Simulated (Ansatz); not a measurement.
A geometry of P away from equilibrium: the start of the relaxation of a relaxed P cell displaced along its unstable phonon at q = (½, 0, 0) of its primitive reciprocal cell (395i cm⁻¹), largest move 0.15 Å. Calculation: PBE (plane waves to 420 eV, PAW, scalar-relativistic; Ansatz, an electronic-structure program). Γ-centred k-mesh 7×13×10 on the run's cell (coarser than for final values), Fermi–Dirac smearing 0.05 eV.

```xyz
4
Lattice="2.6389 -9.2476 0.0000 1.3195 4.6238 0.0000 0.0000 0.0000 3.2756" Properties=species:S:1:pos:R:3 pbc="T T T"
P      1.4695    -3.8710     2.4567
P      2.4889    -8.4945     2.4567
P      1.4695     3.8706     0.8189
P      2.4889    -0.7528     0.8189
```

### Question
Give the Cartesian forces on all atoms (eV/Å).

### Answer
```json
[
 {"atom": "P1", "Fx": "0.42", "Fy": "0.06", "Fz": "0.00"},
 {"atom": "P2", "Fx": "-0.29", "Fy": "0.08", "Fz": "0.00"},
 {"atom": "P3", "Fx": "0.29", "Fy": "-0.08", "Fz": "0.00"},
 {"atom": "P4", "Fx": "-0.42", "Fy": "-0.06", "Fz": "0.00"}
]
```

### Question
What is the pressure?

### Answer
+1.0 GPa, compression positive.

### Question
How far above the relaxed end point is this geometry?

### Answer
0.02 eV/atom; the path ends in P2₁/m (No. 11).

No spin polarisation in the result. Without a van der Waals term the distances between weakly bound units are poorly fixed.

The run could not lose the symmetry of its start: the end is stationary, and may be a saddle point rather than a minimum.

The end of the path is a generated cell of P: the first start was made by placing the elements on the sites of a structure type, and the end was not matched to a known phase here, so it may be hypothetical. Known forms of P include space group No. 64.
